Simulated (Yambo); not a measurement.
G0W0@PBEsol for MgZnO₂ (space group P3m1, No. 156) in Yambo (6×6×4 mesh, 10 Ry block, plasmon pole, screening fixed), without a terminator:

```csv
bands N in G,gap Γ → Γ (eV),shift of the valence edge (eV)
50,3.290,-0.587
82,3.362,-0.832
124,3.428,-0.973
```

Extrapolate both columns to infinite N with E(N) = E∞ + A/N, test the form, and compare with the terminator.

From two points, E∞ = (N2 E2 − N1 E1)/(N2 − N1). The two largest N give 3.56 eV for the gap and -1.25 eV for the shift; the two smallest give 3.47 eV and -1.21 eV. For the gap the slopes A are -9.2 and -16 eV: the form isn't reached, and its limit is uncertain. For the shift the slopes A are 31 and 34 eV: the 1/N form holds. With the Bruneval-Gonze terminator and 124 bands the run gives 3.57 eV and -1.20 eV, 0.02 eV and 0.05 eV from the extrapolated values: the terminator too is an estimate of the remainder. Block, mesh and the bands in W are held fixed.

Geometry relaxed with PBEsol; primitive cell a = b = 3.2625 Å, c = 5.1200 Å, α = β = 90.00°, γ = 120.00°.

The structure is a Materials Project entry; no match was found in the copy of COD used, and its stability was not checked.

A shift is the quasiparticle energy of the state minus its PBEsol energy.
